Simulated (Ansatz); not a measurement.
## Calculated with Ansatz: LaBr4, settings compared

Launch command:

```bash
ansatz run input.yaml --threads 1 --pin off --max-ram 2560MiB --backend cpu --events-out ev --progress --plain --runs-dir out
```

The input file (Ansatz 0.2.0, plane waves):

```yaml
crystal:
  lattice:
    - [4.348704, 4.566441, 0.0]
    - [4.348704, -4.566441, 0.0]
    - [0.0, 0.0, -3.905004]
  atoms:
    - { symbol: Br, position: [0.1894, 0.8106, 0.5] }
    - { symbol: Br, position: [0.8106, 0.1894, 0.5] }
    - { symbol: La, position: [0.0, 0.0, 0.0] }
    - { symbol: Br, position: [0.2852, 0.2852, 0.0] }
    - { symbol: Br, position: [0.7148, 0.7148, 0.0] }
  symmetry: { tolerance: 0.0003 }
kpoints:
  mp_grid: { grid: [3, 3, 5], shift: [0, 0, 0] }
magnetization:
  spin_polarized: false
scf:
  occupations: { method: fermi_dirac, width: 0.0599 }
hamiltonian:
  pseudopotentials: { kind: paw }
  xc: pbe
basis:
  ecutwfc: 420
output:
  forces: true
  stress: true
  eigenvalues: true
```

Origin of the cell: a known structure type with other elements, at an estimated volume, so it need not be a known compound.

Output of this run (shortened):

```
Pseudopotentials: kind: paw
Pseudopotential: Br, paw, valence charge 7, recommended cutoff 420 eV (normal), Br.paw.azcp
Pseudopotential: La, paw, valence charge 11, recommended cutoff 420 eV (normal), La.paw.azcp
Functional definition: PBE
  exchange = pbe_x(kappa = kappa, mu = beta*pi^2/3)
  correlation = pbe_c(beta = beta)
Crystal: 5 atoms, lattice volume = 155.092 Å³
Basis set: ecut = 420 eV, 3041 PW (Γ), exchange–correlation on 90×90×54 points (8 copies of the dense FFT grid, shifted against one another)
Bands: 25, of which v1, the nominal top of the filled ones, is band 20 counted from 1 (19 counted from 0)
Symmetry: 8 space group operations
Space group: Cmmm (ITA 65), of the structure as read, at distance tolerance 1.6e-3 Å
k-points: 12 of 45
[… 4 lines left out …]
Initial density: superposition of atomic densities (neutral atoms: chi_scale 0, normalization atom), corrected by the library's trained network
Functional: x = pbe(κ = 0.804, μ = 0.219515), c = pbe(β = 0.066725)
SCF iter   1: F=—  HF=-17386.128342 eV  Δρ=6.24e-3  dr2=1.02e-1
SCF iter   2: F=—  HF=-17386.110515 eV  Δρ=2.28e-3  dr2=2.32e-2  defer=12
SCF iter   3: F=—  HF=-17386.105239 eV  Δρ=1.38e-3  dr2=5.55e-3  defer=12
SCF iter   4: F=—  HF=-17386.103900 eV  Δρ=3.70e-4  dr2=3.45e-4  defer=12
SCF iter   5: F=—  HF=-17386.103786 eV  Δρ=1.08e-4  dr2=4.84e-5  defer=12
SCF iter   6: F=—  HF=-17386.103811 eV  Δρ=2.40e-5  dr2=1.26e-6  defer=11
SCF iter   7: F=—  HF=-17386.103811 eV  Δρ=8.30e-6  dr2=1.99e-7  defer=11
SCF iter   8: F=-17386.103811 eV  HF=-17386.103811 eV  Δρ=1.50e-6  dr2=2.35e-9
SCF 1 converged in 8 iterations: F = -17386.103811 eV  dr2 = 2.35e-9
SCF converged after 8 iterations
Free energy (F): -17386.103811 eV
Harris-Foulkes:  -17386.103811 eV  (|F-HF|=2.11e-10)
Internal energy: -17386.054959 eV  (E = F + TS)
E sigma→0 (E₀):  -17386.079385 eV
Entropy (-TS):   -0.048852 eV (-9.770 meV/atom)
Fermi energy:    3.465334 eV
--- Per-component energies (eV) ---
  E_band       = -145.918115
  E_kinetic    = 748.585808
  E_local      = -1706.754012  (includes V_loc(G=0)·N_el)
  E_nonlocal   = 383.094674
  E_hartree    = 555.945969
  E_xc         = -1203.882871
  E_vxc        = -570.248631  (∫ρ·V_xc dr)
  E_paw        = -14405.766962  (= ΣΔE_a)
  E_vpaw       = -112.487361  (= ΣTr[D̂ρ^β])
  E_aug_tail   = -0.000001  (compensation charges beyond the density's cutoff)
  E_ewald      = -1757.277565
  E_smearing   = -0.048852  (= −TS)
  Σ components = -17386.103811   (vs F -17386.103811, Δ=0.00e0)
--- Forces (eV/Å), atoms counted from 1 ---
  atom   1  Br     0.000000     4.226305     0.000000
  atom   2  Br     0.000000    -4.226305     0.000000
  atom   3  La     0.000000     0.000000     0.000000
  atom   4  Br     4.245657     0.000000     0.000000
  atom   5  Br    -4.245657     0.000000     0.000000
  max |Σ_I F_I| component: 0.00e0 eV/Å
--- Stress (GPa, compression-positive) ---
       20.115043       0.000000       0.000000
        0.000000      16.238292       0.000000
        0.000000       0.000000      22.834190
  P = ⅓ Tr σ = 19.7292 GPa (197.292 kbar)
```

The same input was run again with these changes:

1. `scf.convergence.dr2_threshold` default → 1.0e-09
2. `scf.occupations.method` fermi_dirac → gaussian; `scf.occupations.width` 0.0599 → 0.025; `magnetization` { spin_polarized: false } → { spin_polarized: true } (starts: flip); `scf.eigensolver.kind` default → davidson; typed moments: none
3. `basis.xc_grid` default → 3; `kpoints.mp_grid.grid` [3, 3, 5] → [2, 2, 4]; `scf.initial_density.chi_scale` default → 0.0
4. `basis.ecutwfc` 420 → "40 Ry/bohr"; `scf.max_iter` default → 50

```csv
run,end,SCF iterations,P (GPa),max force component (eV/Å),moment (μB),ΔE(σ→0) (meV/atom)
base,converged,8,19.73,4.246,–,0
1,converged,9,19.73,4.246,–,0.00
2,converged,13,19.75,4.259,0.00,0.75
3,converged,8,19.32,4.201,–,-14.69
4,input refused,0,–,–,–,–
```

Energies are compared only where functional, datasets, charge and starting cell are the same.

Not properties of the system: run 3 (too coarse or loose: `kpoints.mp_grid.grid` = [2, 2, 4]).

Caveats of the base run: no moments, though an odd count or open d shells may carry them; no spin-orbit coupling, though heavy elements are present; the k mesh is coarse if the cell is a metal.

Run 2: spin is on but no moment was typed.

Time of the base run: 3.5 s on 1 thread of Arm Neoverse V2, on a shared host, peak memory 0.38 GiB, from the program's own first density.
